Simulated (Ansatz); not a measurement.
GaN:
```
GaN
1.0
    3.12520     0.00000     0.00000
   -1.56260     2.70650     0.00000
    0.00000     0.00000     7.35852
Ga N
3 3
Cartesian
  1.56260   0.00000   3.67926
 -0.78130   1.35325   1.22642
  0.78130   1.35325   6.13210
  1.56260   0.00000   0.00000
 -0.78130   1.35325   4.90568
  0.78130   1.35325   2.45284
```

Relaxed with PBEsol. Special points in fractions of this cell's reciprocal vectors: Γ (0.000, 0.000, 0.000); M (0.500, 0.000, 0.000); K (0.333, 0.333, 0.000); A (0.000, 0.000, 0.500); L (0.500, 0.000, 0.500); H (0.333, 0.333, 0.500).

Question: List the band energies nearest the valence-band maximum at these points for the program Ansatz at the PBEsol level (PAW).

Answer: In eV from the valence-band maximum; about four levels below and three above (degenerate sets whole), none deeper than 8.9 eV; points with the same levels are listed once.

| k | below | above |
|---|---|---|
| Γ | -0.27 -0.27 -0.12 -0.02 | 1.47 4.40 4.40 |
| M | -2.08 -1.87 -1.44 -1.19 | 2.85 4.50 4.68 |
| K | -3.77 -3.77 -2.37 -1.46 -1.46 | 4.37 5.00 5.00 |
| A | -0.29 -0.14 -0.14 0.00 | 3.27 3.27 4.44 |
| L | -1.91 -1.66 -1.41 -1.28 | 3.46 4.45 4.53 |
| H | -3.38 -3.38 -2.20 -1.08 | 4.63 5.94 5.94 |

Space group P6_222. The start of the workflow was typed in or built on a structure type; neither database checked (COD, Materials Project) lists it. It is not the phase usual at ambient conditions (space group No. 186, 216). The PBEsol relaxation kept the symmetry of its start; whether a distortion lowers the energy is not shown. Scalar-relativistic: spin–orbit coupling is off unless named, which matters more the heavier the elements.

Potentials: the later of the program's two PAW sets.
